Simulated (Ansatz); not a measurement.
Bi:
```xyz
2
Lattice="3.4415 0.0000 0.0000 -1.7208 2.9805 0.0000 0.0000 0.0000 5.8837" Properties=species:S:1:pos:R:3 pbc="T T T"
Bi     0.0000     1.9870     1.4709
Bi     1.7208     0.9935     4.4128
```

Relaxed with PBEsol. Special points in fractions of this cell's reciprocal vectors: Γ (0.000, 0.000, 0.000); M (0.500, 0.000, 0.000); K (0.333, 0.333, 0.000); A (0.000, 0.000, 0.500); L (0.500, 0.000, 0.500); H (0.333, 0.333, 0.500).

### Question
List the band energies nearest the Fermi level at these points for the program Ansatz at the PBEsol level (PAW).

### Answer
In eV from the Fermi level; about four levels below and three above (degenerate sets whole), none deeper than 8.9 eV; … stands for higher levels left out; points with the same levels are listed once.

| k | below | above |
|---|---|---|
| Γ | -5.55 | 3.97 3.97 4.51 |
| M | -4.72 -3.41 -1.99 | 0.18 0.69 3.47 |
| K | -2.45 -2.45 -1.20 -0.47 -0.47 | 3.79 … |
| A | -1.53 -1.53 | 4.66 4.66 4.66 4.66 |
| L | -5.04 -5.04 | 1.33 1.33 1.80 1.80 |
| H | -3.84 -3.84 -2.97 -2.97 | 2.54 2.54 7.02 7.02 |

Space group P6_3/mmc (hcp (Mg type)). The workflow started from an entry of the Crystallography Open Database (COD, 298 K), which files this formula under 2 space groups. It is not the phase usual at ambient conditions (space group No. 166). The PBEsol relaxation kept the symmetry of its start; its stability against distortions is not shown here. The volume moved by -72 % from the start of the relaxation. The volume fell by over 15 % from the filed cell, which may lack light atoms or belong to other conditions. Scalar-relativistic: spin–orbit coupling is off unless named, which matters more the heavier the elements.

Potentials: the later of the program's two PAW sets.
